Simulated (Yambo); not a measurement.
ZnCl2 (space group P4_2/nmc, No. 137): a test of whether the lowest BSE state is resolved, against the k mesh (Yambo, PBEsol bands; otherwise 17 valence and 6 conduction bands, static screening with 88 bands and a 3 Ry block, scissor 2.57 eV, Tamm-Dancoff).

| k mesh | direct gap (eV) | lowest state (eV) | difference (eV) | k points taking part | rough cost |
|---|---|---|---|---|---|
| 4×4×1 | 6.32 | 5.35 | 0.97 | 1.2 | about 1/10 |
| 4×4×2 | 6.32 | 5.46 | 0.86 | 1.7 | about 1/4 |
| 6×6×2 | 6.32 | 5.63 | 0.70 | 2.0 | 1 |

The last step moves the difference by 0.16 eV. Even the densest mesh doesn't resolve the state: none of these energies is a result, and the difference is no binding energy.

These are vertical excitations (zero momentum). The scissor comes from a G0W0 run whose convergence isn't established; costs are rough.

Geometry of the Materials Project entry, not relaxed at this level; primitive cell a = b = 3.685 Å, c = 10.887 Å, α = β = γ = 90.00°.

The distance between layers or molecules is the database entry's, not relaxed here. Functionals without dispersion can leave it too large, which widens gaps and weakens the response across layers: the numbers belong to this cell.
